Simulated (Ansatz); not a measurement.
## SrCu$_{2}$B$_{2}$, a known structure type with other elements, at an estimated volume

```yaml
crystal:
  lattice:
    - [0.00000, 3.95366, 0.00000]
    - [3.95366, 0.00000, 0.00000]
    - [1.97683, 1.97683, -4.70674]
  atoms:
    - { symbol: Cu, position: [0.75000, 0.25000, 0.50000] }
    - { symbol: Cu, position: [0.25000, 0.75000, 0.50000] }
    - { symbol: B, position: [0.37900, 0.37900, 0.24200] }
    - { symbol: B, position: [0.62100, 0.62100, 0.75800] }
    - { symbol: Sr, position: [0.00000, 0.00000, 0.00000] }
```

The numbers come from plane-wave PAW DFT (Ansatz): PBE, no spin polarisation, 420 eV, 9×9×9 Γ-centred k points, gaussian occupations (width 0.0992 eV). Nothing was relaxed.

Q: Is it stable against the elements?

A: 0.36 eV an atom against the elements' usual phases (free molecules for gases, crystals otherwise, with no correction for O₂ or N₂), so at this geometry it isn't bound against them. Relaxing would lower it.

Q: Give the Bader charges.

A: Bader charges in e: Sr +1.32, Cu -0.03, B -0.63. In the mean Sr gives up most and B takes most.

Q: Is the cell too large or too small?

A: The pressure is -8.2 GPa (compression positive), so with the atoms held at these fractions the cell would first shrink.

Q: What do density and ELF say about some of the short contacts?

A: B–B at 2.28 Å: least valence density 0.37 e/Å³ and ELF 0.81 there. Cu–B at 2.32 Å: least valence density 0.36 e/Å³ and ELF 0.46 there. Sr–B at 3.02 Å: least valence density 0.12 e/Å³ and ELF 0.10 there. Both are smooth PAW fields, read partly inside the augmentation spheres.

Q: Are the atoms at rest?

A: Nearly at rest: the largest force is 0.046 eV/Å.

Q: Metal or insulator?

A: It is a metal, with about 3.1 states/eV a cell as the mean within 0.25 eV of the Fermi level, mostly B p (64 %) and Cu d (16 %).

Origin: a known structure type with other elements, at an estimated volume, so it need not be a known compound. Caveats: many states at the Fermi level without spin polarisation, so a magnetic state may lie lower.
